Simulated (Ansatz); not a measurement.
# Field gradients at the nuclei in KB6H6

The cell is a Materials Project structure (computed, not necessarily an observed phase).

Space group Fm-3 (No. 202); a = 10.5376 Å.

| site | Wyckoff | site symmetry | x | y | z |
| --- | --- | --- | --- | --- | --- |
| K | 8c | 23. | 0.7500 | 0.2500 | 0.7500 |
| B | 48h | m.. | 0.4162 | 0.8634 | 0.5000 |
| H | 48h | m.. | 0.6416 | 0.7655 | 0.5000 |

One atom of each set is listed; the run and its k-mesh use a cell of 26 atoms with edges of 7.45, 7.45, 7.45 Å.

Method: Kohn–Sham DFT in Ansatz, PBE, plane waves and PAW, scalar-relativistic, 420 eV cutoff, Γ-centred 6×6×6 k-points, Fermi–Dirac smearing 0.05 eV.

Conventions: |V_zz| ≥ |V_yy| ≥ |V_xx|, η = (V_xx − V_yy)/V_zz, C_Q = eQV_zz/h.

K-41: I = 3/2, Q = 73.40 mb; ¹¹B: I = 3/2, Q = 40.59 mb; ²H: I = 1, Q = 2.858 mb. Q values from Pyykkö, Mol. Phys. 116, 1328 (2018).

**Question.** Give the quadrupolar parameters of the distinct sites.

**Answer.** 

| site | atoms | first shell | V_zz (10²¹ V/m²) | η | C_Q (MHz) |
| --- | --- | --- | --- | --- | --- |
| K | 2 | 12 H at 2.88 Å | 0.00 | – | 0 |
| B | 12 | 1 H at 1.20 Å, 5 B at 1.77–1.78 Å | -0.75 | 0.10 | -0.740 |
| H | 12 | 1 B at 1.20 Å | 1.97 | 0.06 | 0.136 |

K sits on a cubic site, where every gradient vanishes. At B V_zz points along its shortest bond, to H (within 2°). At H V_zz points along its bond to B (within 1°).

Hardware: 1 thread of Arm Neoverse V1 (aarch64; 8 cores open to the job, memory cap 2.5 GiB, no GPU), a shared host with a load of 0.3 a core. Wall time 32 s, CPU time 32 s, peak memory 0.61 GiB.
